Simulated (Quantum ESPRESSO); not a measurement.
```cif
data_Hg3O3
_chemical_formula_sum 'O3 Hg3'
_space_group_name_H-M_alt 'P3121'
_space_group_IT_number 152
_space_group_name_Hall 'P 31 2"'
_cell_length_a 3.65115
_cell_length_b 3.65115
_cell_length_c 8.82903
_cell_angle_alpha 90.000
_cell_angle_beta 90.000
_cell_angle_gamma 120.000
loop_
_atom_site_label
_atom_site_type_symbol
_atom_site_symmetry_multiplicity
_atom_site_Wyckoff_symbol
_atom_site_fract_x
_atom_site_fract_y
_atom_site_fract_z
_atom_site_occupancy
O1 O 3 a 0.55113 0.55113 0.00000 1
Hg1 Hg 3 b 0.23333 0.23333 0.50000 1
```

Cell and atoms were relaxed with PBE+D3(BJ) from Materials Project entry mp-7826, within its symmetry.

Task: What does PBEsol (Quantum ESPRESSO, PseudoDojo norm-conserving, 84 Ry, scalar-relativistic) give for the electronic structure near the Fermi level?

Result: The PBEsol gap is indirect, 1.34 eV, from 33 % of the way from A to L to Γ; the smallest direct gap is 1.47 eV. Another valence extremum on the path lies within 0.02 eV, too close to call. Without spin-orbit coupling, band edges of such heavy elements can be off by tenths of an eV.

The structure is a Materials Project entry; no match was found in the copy of COD used, and its stability was not checked.
